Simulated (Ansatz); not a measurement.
OsC (rock salt, Fm-3m), the program Ansatz at the PBEsol level (PAW), all energies at zero smearing, with the estimated change up to a 700 eV cutoff added, with one set of potentials and settings (totals compare only within such a set). Cell of 2 atoms (1 Os, 1 C): -11495.105 eV.

```
element                reference phase  E (eV/atom)
-------  -----------------------------  -----------
Os       P6_3/mmc, 2 atoms in the cell  -11251.0612
C        P6_3/mmc, 4 atoms in the cell    -246.6950
```

Formation energy per atom, worked out: (-11495.105 − 1×(-11251.0612) − 1×(-246.6950))/2 = 1.326 eV/atom (128 kJ per mol of atoms), at 0 K, without zero-point energy or fitted corrections.

The start of the workflow was typed in or built on a structure type; neither database checked (COD, Materials Project) lists it. Its standing as an ambient phase is unchecked. The PBEsol relaxation kept the symmetry of its start. At this level the phase is dynamically unstable (imaginary phonons). No spin polarisation was allowed. Its formation energy is positive at this level, so the cell may be metastable or incomplete. The references are the lowest solids computed at this level, not always the standard phases. Scalar-relativistic: spin–orbit coupling is off unless named, which matters more the heavier the elements.

Potentials: the later of the program's two PAW sets.
